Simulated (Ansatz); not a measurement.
**ZrSc: course of a relaxation**

Method: Ansatz, DFT PBEsol, scalar-relativistic, plane waves, PAW. (420 eV cutoff, 15×15×8 k-mesh, Gaussian smearing of 0.10 eV, no spin polarisation)

What was changed: relaxed at 12 GPa.

Other phases may be more stable at this pressure.

Input:

```yaml
crystal:
  lattice:
    - [3.0914153673, 0.0, 0.0]
    - [-1.5457076837, 2.6772442418, 0.0]
    - [0.0, 0.0, 4.8655998401]
  atoms:
    - { symbol: Zr, position: [0.6666666667, 0.3333333333, 0.0] }
    - { symbol: Sc, position: [0.0, 0.0, 0.5] }
basis:
  ecutwfc: 420
kpoints:
  mp_grid: { grid: [15, 15, 8] }
hamiltonian:
  xc: pbesol
scf:
  occupations: { method: gaussian, width: 0.1 }
output:
  forces: true
  stress: true
  eigenvalues: true
relax:
  adjacent_minimum: "off"
  f_tol: 0.008
  max_steps: 50
  cell: { stress_tol: 0.08, p_target: 12.0 }
```

F is the free energy. Steps run on the plane waves of an earlier cell, but the last one, and at times one on the way, on a freshly chosen basis, so a repeated geometry can differ a little in energy. The relaxation lowers the enthalpy F + PV at the target pressure, so F itself can rise.

Steps:

```tsv
step	F − F(1) (eV)	largest force component (eV/Å)	V (Å³/atom)	P (GPa)
1	0.0000	0.000	20.135	11.92
2	0.0055	0.000	20.098	12.11
3	-0.0023	0.000	20.150	11.80
4	0.0028	0.000	20.116	12.00
5	0.0028	0.000	20.116	12.00
```

Relaxed structure:

```yaml
crystal:
  lattice:
    - [3.08572, 0.00000, 0.00000]
    - [-1.54286, 2.67231, 0.00000]
    - [0.00000, 0.00000, 4.87885]
  atoms:
    - { symbol: Zr, position: [0.66667, 0.33333, 0.00000] }
    - { symbol: Sc, position: [0.00000, 0.00000, 0.50000] }
```

It takes space group P-6m2 (No. 187, hexagonal). The conventional cell has a = 3.086 Å, b = 3.086 Å, c = 4.879 Å, α = 90.00°, β = 90.00°, γ = 120.00°. Zr (site symmetry -6m2) has 6 Sc at 3.02 Å and 6 Zr at 3.09 Å as nearest neighbours. Around Sc (site symmetry -6m2) lie 6 Zr at 3.02 Å and 6 Sc at 3.09 Å.

The run converged. The run took roughly 50 core-seconds.